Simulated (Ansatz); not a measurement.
Crystals of one structure type (rock salt), relaxed and computed with HSE06 in the plane-wave PAW code Ansatz.

```
crystal  a (Å)  gap (eV)  spin order, net moment (μB/atom)  B₀ by P(V) fit (GPa)
-------  -----  --------  --------------------------------  --------------------
MgO      4.202      6.56                not spin-polarised                   167
CaO      4.798      5.31                not spin-polarised                   114
NiO          ?         ?                                 ?                     ?
SrO      5.154      4.79                not spin-polarised                  92.6
```

Complete the blanks.


- NiO, a (Å): 4.176
- NiO, gap (eV): 4.51
- NiO, spin order, net moment (μB/atom): antiferromagnetic; net 0.00
- NiO, B₀ by P(V) fit (GPa): 211

Spin orders computed, not proven ground states: NiO, rock salt antiferromagnetic. All cells were relaxed under the symmetry of their starts (and spin orders); stability against distortions was not tested throughout. Cells of antiferromagnets are given as chemical subcells. Spin–orbit coupling is left out wherever it is not named.

Potentials: the earlier of the program's two PAW sets.
